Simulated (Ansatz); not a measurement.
## Trial structures of AlIn2As2P: starts and ends

Theory: DFT PBE, scalar-relativistic, plane waves, PAW in Ansatz. Settings: cutoff 420 eV, Γ-centred meshes spaced at most about 0.3 Å⁻¹, and about 0.25 Å⁻¹ or finer for metals (2π included), Gaussian smearing. No spin polarisation in the final relaxations.

Each guess was relaxed in cell and atoms at zero pressure, within the symmetry of its start. All energies are static (0 K, no zero-point motion). Coordination counts As or P atoms around Al and In (for each partner element, those within 1.25 times its shortest distance or 1.15 times the sum of covalent radii, where it is the nearest in units of that sum or under 1.3; the shortest distance is added where it is long for a bond; a slash parts the counts of unlike sites).

```csv
guess,made from,start group,V start (Å³/atom),end group,V end (Å³/atom),coordination at the end,gap on mesh (eV),E over the lowest end (meV/atom)
1,random cell,P6/mmm,24.1,?,?,?,?,?
2,PrSi2Mo2C type,P4/mmm,19.7,P4/mmm,24.6,"Al 2 from 2.9 Å, In 4",0,58
3,random cell,P4/mmm,26.6,P4/mmm,30.7,"Al 4, In 4 from 3.7 Å",0,499
4,CeCr2Si2C type,P4/mmm,19.3,P4/mmm,24.8,"Al 2, In 6",0,0
5,random cell,P4mm,22.2,P4mm,31.6,"Al 1, In 4/4 from 3.6 Å",0,212
6,random cell,I4/mmm,40.9,I4/mmm,26.8,"Al 8 from 3.8 Å, In 4",0,500
```

Guess 1 as it starts:

```yaml
crystal:
  lattice:
    - [4.10704, 0.00000, 0.00000]
    - [-2.05352, 3.55680, 0.00000]
    - [0.00000, 0.00000, 9.91233]
  atoms:
    - { symbol: Al, position: [0.00000, 0.00000, 0.50000] }
    - { symbol: In, position: [0.33333, 0.66667, 0.50000] }
    - { symbol: In, position: [0.66667, 0.33333, 0.50000] }
    - { symbol: P, position: [0.00000, 0.00000, 0.00000] }
    - { symbol: As, position: [0.00000, 0.00000, 0.23207] }
    - { symbol: As, position: [0.00000, 0.00000, 0.76793] }
```

Problem. Fill in the missing row: what does this guess relax into, and where does it rank?

Solution. It ends in space group P6/mmm (No. 191), with a = 5.274 Å, c = 9.366 Å, 37.6 Å³/atom and no gap. It lies 0.34 eV/atom over the lowest end, above guess 5 and below guess 3. Counting As or P atoms around Al and In, this end has Al 2, In 6 from 3.9 Å and the lowest (guess 4) has Al 2, In 6. The lowest (guess 4) holds As–As pairs (shortest 2.40 Å); in this end the shortest As–As distance is 4.35 Å.

```yaml
crystal:
  lattice:
    - [5.27365, 0.00000, 0.00000]
    - [-2.63683, 4.56712, 0.00000]
    - [0.00000, 0.00000, 9.36608]
  atoms:
    - { symbol: Al, position: [0.00000, 0.00000, 0.50000] }
    - { symbol: In, position: [0.33333, 0.66667, 0.50000] }
    - { symbol: In, position: [0.66667, 0.33333, 0.50000] }
    - { symbol: P, position: [0.00000, 0.00000, 0.00000] }
    - { symbol: As, position: [0.00000, 0.00000, 0.23242] }
    - { symbol: As, position: [0.00000, 0.00000, 0.76758] }
```

The zero of energy is the elements' standard structures at the same level; no fitted shifts are applied. The references include black phosphorus.

Problem. Is the lowest end bound against the elements?

Solution. No: its formation energy is +0.25 eV/atom. It can't be a ground state, since the elements alone are lower.

The k mesh leaves some 4 meV/atom of noise in the energy of each metallic cell. The reference forms of As and P are held partly by dispersion forces, which this level lacks. Cells relaxed within their symmetry can be saddle points. A lower structure may well exist outside this small set. Some candidate types were left out of the draw beforehand, so a known form may be missing.
